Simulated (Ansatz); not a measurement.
IrS in the rocksalt structure

Level of theory: DFT, PBEsol, scalar-relativistic, no spin polarisation; plane waves to 420 eV with PAW datasets (Ansatz 0.2.0), Γ-centred 10×10×10 mesh, 0.05 eV Gaussian smearing. The datasets are Ansatz's generated set soft_2.

```cif
data_structure
_symmetry_space_group_name_H-M 'P 1'
_symmetry_Int_Tables_number 1
_cell_length_a 3.4494
_cell_length_b 3.4494
_cell_length_c 3.4494
_cell_angle_alpha 60.000
_cell_angle_beta 60.000
_cell_angle_gamma 60.000
_cell_volume 29.02
loop_
_atom_site_label
_atom_site_type_symbol
_atom_site_fract_x
_atom_site_fract_y
_atom_site_fract_z
_atom_site_occupancy
Ir1 Ir 0.50000 0.50000 0.50000 1
S1 S 0.00000 0.00000 0.00000 1
```

The cell came from substitution into a structure type; whether the compound takes it is for experiment to say.

The cell above was scaled in volume, its shape and atoms being fixed by the lattice's symmetry. Energies are counted from the cell above.

The cell is relaxed to zero pressure at this level.

```csv
V (Å³/atom),ΔE (meV/atom),P (GPa)
13.93,16.9,9.7
14.22,4.1,4.6
14.51,0.0,0.0
14.80,3.6,-4.0
15.09,14.1,-7.5
```

**Question.** What do the points give for the equilibrium volume, the bulk modulus and its pressure derivative (third-order Birch–Murnaghan)?

**Answer.** V0 = 14.51 Å³/atom, B0 = 212 GPa, B0′ = 4.9.

B0·V0 = 212.3 GPa × 14.51 Å³ = 19.23 eV/atom sets the scale: near the minimum ΔE ≈ ½ B0 V0 x², with x = V/V0 − 1, and a pressure of 2.1 GPa squeezes the volume by about 1 %. At the ends of the curve: x = −4.0 % predicts 15.6 meV/atom and the run gives 16.9; x = +4.0 % predicts 15.2 meV/atom and the run gives 14.1. The lopsidedness is anharmonic: atoms resist being pushed together more than being pulled apart.

Spin–orbit coupling, which matters for such heavy elements, is left out. The cell is a metal with an odd number of electrons, and spin polarisation wasn't tried. A displaced or strained copy of the relaxed cell lay 2.9 meV/atom lower, so the structure isn't a true minimum at this level, unless the mesh, which matters in a metal, makes it so.
